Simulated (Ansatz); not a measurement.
BeSe:
```yaml
crystal:
  lattice:
    - [0.00000, 2.58886, 2.58886]
    - [2.58886, 0.00000, 2.58886]
    - [2.58886, 2.58886, 0.00000]
  atoms:
    - { symbol: Be, position: [0.50000, 0.50000, 0.50000] }
    - { symbol: Se, position: [0.75000, 0.75000, 0.75000] }
```

PBE in the plane-wave PAW code Ansatz gives a gap of 2.67 eV without spin–orbit coupling, maximum at Γ, minimum at X.

Task: What happens when spin–orbit coupling is switched on?

Result: The gap falls by 0.14 eV, to 2.53 eV; maximum at Γ, minimum at X.

Task: How large is the spin–orbit splitting of the valence top at Γ?

Result: The fourfold level lies 0.44 eV above the split-off pair.

Task: Give the electron effective mass with spin–orbit coupling.

Result: 0.27, 0.27, 0.90 mₑ (principal values).

Task: Give the hole effective mass with spin–orbit coupling, band 1 of 2 at the edge.

Result: 0.47 along [100], 0.88 along [110], 1.1 along [111] (mₑ).

Task: Give the hole effective mass with spin–orbit coupling, band 2 of 2 at the edge.

Result: 0.27 along [100], 0.21 along [110], 0.20 along [111] (mₑ).

Space group F-43m (zinc blende). Symmetry was held in the PBE relaxation; phonons on a q-mesh show no instability. The volume moved by 28 % from the start of the relaxation.

Potentials: the later of the program's two PAW sets.
